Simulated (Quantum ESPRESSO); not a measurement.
Empty bands for a GW run on Rb2KRhF6 (space group Fm-3m, No. 225): 281 bands on a 2×2×2 mesh, PBEsol, PseudoDojo standard norm-conserving files, scalar-relativistic, Quantum ESPRESSO. The input, in which only the diagonalization keyword changes:

```
&CONTROL
  calculation = 'nscf'
  pseudo_dir = './pseudo'
  outdir = './out'
/
&SYSTEM
  ibrav = 0
  nat = 10
  ntyp = 4
  ecutwfc = 88.0
  ecutrho = 352.0
  occupations = 'fixed'
  force_symmorphic = .true.
  nbnd = 281
/
&ELECTRONS
  conv_thr = 1e-08
  diago_full_acc = .true.
  diago_thr_init = 1e-08
  diagonalization = 'david'
/
ATOMIC_SPECIES
F 18.9984 F.upf
K 39.0983 K.upf
Rb 85.4678 Rb.upf
Rh 102.9055 Rh.upf
CELL_PARAMETERS angstrom
  0.000000000000   4.542720000000   4.542720000000
  4.542720000000   0.000000000000   4.542720000000
  4.542720000000   4.542720000000   0.000000000000
ATOMIC_POSITIONS crystal
F   0.778180000000   0.221820000000   0.221820000000
F   0.221820000000   0.778180000000   0.778180000000
F   0.221820000000   0.778180000000   0.221820000000
F   0.778180000000   0.221820000000   0.778180000000
F   0.221820000000   0.221820000000   0.778180000000
F   0.778180000000   0.778180000000   0.221820000000
K   0.500000000000   0.500000000000   0.500000000000
Rb   0.750000000000   0.750000000000   0.750000000000
Rb   0.250000000000   0.250000000000   0.250000000000
Rh   0.000000000000   0.000000000000   0.000000000000
K_POINTS automatic
2 2 2 0 0 0
```

| diagonalization | mean iterations per k point | rough time | largest change of an eigenvalue (eV) |
|---|---|---|---|
| david | 30 | 1 | – |
| cg | 53 | about 5× | 1e-06 |
| paro | 19 | within a factor of two | 3e-08 |

An iteration means different work in each solver, so the counts don't rank them. Times are rough ratios from shared machines.

Spin-orbit coupling is not included.

Geometry of the Materials Project entry, not relaxed at this level.
